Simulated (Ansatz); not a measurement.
# An Ansatz input for AlN

```yaml
crystal:
  lattice:
    - [3.113, 0.0, 0.0]
    - [-1.5565, 2.695937082, 0.0]
    - [0.0, 0.0, 4.981]
  atoms:
    - { symbol: Al, position: [0.3333333333, 0.6666666667, 0.0] }
    - { symbol: Al, position: [0.6666666667, 0.3333333333, 0.5] }
    - { symbol: "N", position: [0.3333333333, 0.6666666667, 0.38] }
    - { symbol: "N", position: [0.6666666667, 0.3333333333, 0.88] }
kpoints:
  mp_grid: { grid: [11, 11, 6] }
scf:
  occupations: { method: fermi_dirac, width: 0.02 }
  mixing: { algorithm: broyden, beta: 1.5, ndim: 1, preconditioner: none }
  max_iter: 75
hamiltonian:
  xc: pbe
  pseudopotentials: { kind: paw }
output:
  forces: true
  stress: true
  populations: true
  efg:
    quadrupole_moments_barn: { Al: 0.1466, "N": 0.02044 }
    contact_densities: true
```

```sh
ansatz run input.yaml --threads 4 --pin off --max-ram 10240MiB --backend cpu --events-out ev --progress --plain --runs-dir out
```

(1) Does this calculation finish, and if not, why?

Results:

(1) The program refused the input. The input holds mixing far too strong. The program says:

```
Error: invalid value for `scf.mixing.beta`: must be finite and in (0, 1]; got 1.5
```

Against a sound input the change was `scf.mixing`: not typed → {algorithm: broyden, beta: 1.5, ndim: 1, preconditioner: none}; `scf.max_iter`: not typed → 75.

With the sound settings the run converges and gives V_zz (10²¹ V/m²) Al 0.25 (η 0.00), N -0.050 (η 0.00). At this cell the principal stresses reach 5 GPa in size with PBE, which can matter for small gradients. The values hang on the deposited positions: relaxing the atoms moves V_zz on Al from 0.25 to 0.48.
